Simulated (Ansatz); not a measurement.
## Sensitivity of the gradients in Ge with Ca replacing Ge to the input

Cell: a supercell of Ge (diamond type, Fd-3m) built from a structure deposited in the COD, with all atoms left at the host's positions.

```cif
data_CaGe53
_symmetry_space_group_name_H-M 'F-43m'
_symmetry_Int_Tables_number 216
_cell_length_a 16.9735
_cell_length_b 16.9735
_cell_length_c 16.9735
_cell_angle_alpha 90.000
_cell_angle_beta 90.000
_cell_angle_gamma 90.000
loop_
_atom_site_label
_atom_site_type_symbol
_atom_site_symmetry_multiplicity
_atom_site_Wyckoff_symbol
_atom_site_fract_x
_atom_site_fract_y
_atom_site_fract_z
Ca Ca 4 a 0.0000 0.0000 0.0000
Ge2 Ge 48 h 0.1667 0.0000 0.1667
Ge5 Ge 16 e 0.3333 0.8333 0.1667
Ge9 Ge 16 e 0.6667 0.6667 0.3333
Ge15 Ge 24 f 0.5000 0.6667 0.5000
Ge28 Ge 16 e 0.0833 0.9167 0.0833
Ge29 Ge 24 g 0.2500 0.9167 0.2500
Ge33 Ge 48 h 0.5833 0.7500 0.4167
Ge41 Ge 16 e 0.4167 0.5833 0.4167
Ge54 Ge 4 c 0.7500 0.2500 0.7500
```

One atom of each set is listed; the run and its k-mesh use a cell of 54 atoms with edges of 12.00, 12.00, 12.00 Å.

Reference run. The numbers come from a DFT calculation in Ansatz (PBE, plane waves and PAW, scalar-relativistic, 420 eV cutoff, Γ-centred 2×2×2 k-points, Fermi–Dirac smearing 0.01 eV, cell charge -2).

Task: The input is changed as follows: `hamiltonian.xc`: pbe → r2scan; `kpoints.mp_grid.grid`: [2, 2, 2] → [3, 3, 3]. What happens to V_zz (10²¹ V/m²) and η?

Result: 

```
site  V_zz reference  η reference  V_zz changed  η changed
  Ca            0.00            –          0.00          –
 Ge2           -1.88         0.66         -2.48       0.72
 Ge5            0.68         0.00          0.89       0.00
 Ge9            0.55         0.00          0.71       0.00
Ge15            0.31         0.59          0.36       0.79
Ge28          -12.49         0.00        -16.50       0.00
Ge29           -1.03         0.78          1.52       0.05
Ge33            0.75         0.68          1.04       0.71
Ge41           -0.12         0.00         -0.26       0.00
```

The largest change of V_zz along a kept axis is on Ge28, from -12.49 to -16.50. In per cent, |V_zz| changes by +32 on Ge (all sites that start above 2). Where |V_zz| stays above 0.1 and the axes keep their order, η moves most on Ge15, from 0.59 to 0.79. On Ge29 the largest principal value lies along another axis in the second run, so the two V_zz can't be compared directly. Other sites without a gradient aren't listed. The cutoff that the program takes moves with it, from 420 to 500 eV. The changed run opens a gap. SCF iterations: 14 and 9.

On the reference run: The run isn't spin-polarised, and a state with spin may lie lower. The defect repeats with the cell of 54 atoms, so it feels its images: sites between two images don't show the values beside a lone defect, and zeros or small values of η there can come from the images' arrangement. A uniform background compensates the cell's charge. The defect cell has no gap above 0.1 eV on its mesh, so the values can hang on the smearing and the k-mesh. The cell keeps the host's lattice, where the PBE pressure is 5 GPa (in a charged cell this depends on the convention for the mean potential). The neighbours have not yet relaxed around the defect (largest force 2.3 eV/Å), so a real crystal will differ.
